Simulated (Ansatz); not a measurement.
ZnAu (CsCl type, Pm-3m) at seven volumes, PBE in the plane-wave PAW code Ansatz, scaled uniformly. One row is withheld.

```csv
V (Å³/atom),P (GPa)
14.722,?
15.207,8.58
15.693,3.88
16.178,0.00
16.663,-3.19
17.149,-5.80
17.634,-7.94
```

**Question.** Fit the shown pressures and predict the withheld one.

**Answer.** P = (3/2)B₀(x^(7/2) − x^(5/2))[1 + (3/4)(B′ − 4)(x − 1)] with x = (V₀/V)^(2/3). Least squares on the six rows gives V₀ = 16.178 Å³/atom, B₀ = 117 GPa, B′ = 5.52. At V = 14.722, x = 1.0649 and P = 14.31 GPa. The run itself gave 14.29 GPa.

The PBE relaxation kept the symmetry of its start; of distortions, only those at the zone centre were tested. Scalar-relativistic: spin–orbit coupling is off unless named, which matters more the heavier the elements.

Potentials: the later of the program's two PAW sets.
